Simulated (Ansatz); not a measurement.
BiB:
```xyz
2
Lattice="0.0000 2.6285 2.6285 2.6285 0.0000 2.6285 2.6285 2.6285 0.0000" Properties=species:S:1:pos:R:3 pbc="T T T"
B      0.0000     0.0000     0.0000
Bi     2.6285     2.6285     2.6285
```

Relaxed with r²SCAN. Special points in fractions of this cell's reciprocal vectors: Γ (0.000, 0.000, 0.000); X (0.500, 0.000, 0.500); U (0.625, 0.250, 0.625); K (0.375, 0.375, 0.750); L (0.500, 0.500, 0.500); W (0.500, 0.250, 0.750).

### Question
List the band energies nearest the Fermi level at these points for plane-wave PAW r²SCAN (Ansatz code).

### Answer
In eV from the Fermi level; about four levels below and three above (degenerate sets whole), none deeper than 8.9 eV; points with the same levels are listed once.

```json
[
 {"k": "Γ", "below": "-0.09 -0.09 -0.09", "above": "0.23 7.03 7.03 7.03"},
 {"k": "X", "below": "-6.38 -4.34 -3.04 -3.04", "above": "4.51 9.13 9.13"},
 {"k": "U", "below": "-7.00 -5.67 -2.16 -0.80", "above": "6.24 6.93 8.70"},
 {"k": "L", "below": "-8.87", "above": "1.16 1.16 1.99 1.99"},
 {"k": "W", "below": "-6.69 -5.04 -5.04", "above": "2.31 3.96 7.78 7.78"}
]
```

Space group Fm-3m (rock salt). A made-up cell: these elements were put on the sites of a structure type; neither database checked (COD, Materials Project) lists it. Its standing as an ambient phase is unchecked. Symmetry was held in the r²SCAN relaxation; its stability against distortions is not shown here. Spin–orbit coupling is left out wherever it is not named.

Potentials: the later of the program's two PAW sets.
